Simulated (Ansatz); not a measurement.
# Cu3N, first-principles data

Cu₃N:
```xyz
4
Lattice="0.0000 2.7650 2.7650 2.7650 0.0000 2.7650 2.7650 2.7650 0.0000" Properties=species:S:1:pos:R:3 pbc="T T T"
N      0.0000     0.0000     0.0000
Cu     2.7650     2.7650     2.7650
Cu     1.3825     1.3825     1.3825
Cu     4.1474     4.1474     4.1474
```

Space group Fm-3m (No. 225); conventional cell a = 5.5299 Å, b = 5.5299 Å, c = 5.5299 Å, α = 90.00°, β = 90.00°, γ = 90.00°.

Method: the program Ansatz at the HSE06 level (PAW). The cell and atoms are relaxed at this level. Other levels are named where they apply.

Cell and energy:

```
Quantity             Result
---------------  ----------
Volume per atom    10.57 Å³
Density          8.04 g/cm³
```

Electronic structure:

```
Quantity                          Value
--------------------  -----------------
Electronic character  metallic (no gap)
```

Mechanics:

```
Quantity                                Value
----------------------------------  ---------
Bulk modulus (Birch–Murnaghan fit)  1460 kbar
Pressure derivative B′                    4.7
```

Charges:

```
Property                              Value
-------------  ----------------------------
Bader charges  N -1.05, Cu +0.24 to +0.41 e
```

The cell is a constructed one: a structure type filled with these elements; neither database checked (COD, Materials Project) lists it. COD files the formula under space group No. 221, so this cell is another polymorph or a model. Its standing as an ambient phase is unchecked. The cell was relaxed with HSE06 under the symmetry of its start; whether a distortion lowers the energy is not shown. The run is not spin-polarised. The hybrid run found no gap, on a coarse k-mesh.

Potentials: the later of the program's two PAW sets.
